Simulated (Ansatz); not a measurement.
Input:

HfS2:
```
CELL_PARAMETERS angstrom
     -2.52148     2.52148     5.67724
      2.52148    -2.52148     5.67724
      2.52148     2.52148    -5.67724
ATOMIC_POSITIONS crystal
  Hf 0.50000 0.50000 0.00000
  Hf 0.25000 0.75000 0.50000
  S  0.27715 0.27715 0.00000
  S  0.02715 0.52715 0.50000
  S  0.47285 0.97285 0.50000
  S  0.72285 0.72285 0.00000
```

This is the PBE-relaxed structure.

Task: All from DFT-PBE in the program Ansatz with PAW potentials, unless another level is named. Predict the band gap.

Result: 0.70 eV (indirect).

Task: What about the electron effective mass?

Result: 0.16, 0.16, 1.9 mₑ (principal values).

Task: What about the smallest direct gap on the standard path?

Result: 1.19 eV.

Task: And the weight of the valence-edge state by species (Voronoi cells)?

Result: S 95 %, Hf 5 %.

Task: Next, the conduction-band minimum?

Result: at Γ.

Task: Give the valence-band maximum.

Result: on the Γ–X line, 92 % of the way from Γ.

Space group I4_1/amd (anatase). The cell is a constructed one: a structure type filled with these elements; neither database checked (COD, Materials Project) lists it. Its standing as an ambient phase is unchecked. The cell was relaxed with PBE under the symmetry of its start; whether a distortion lowers the energy is not shown. No spin polarisation was allowed. Spin–orbit coupling is left out wherever it is not named.

Potentials: the later of the program's two PAW sets.
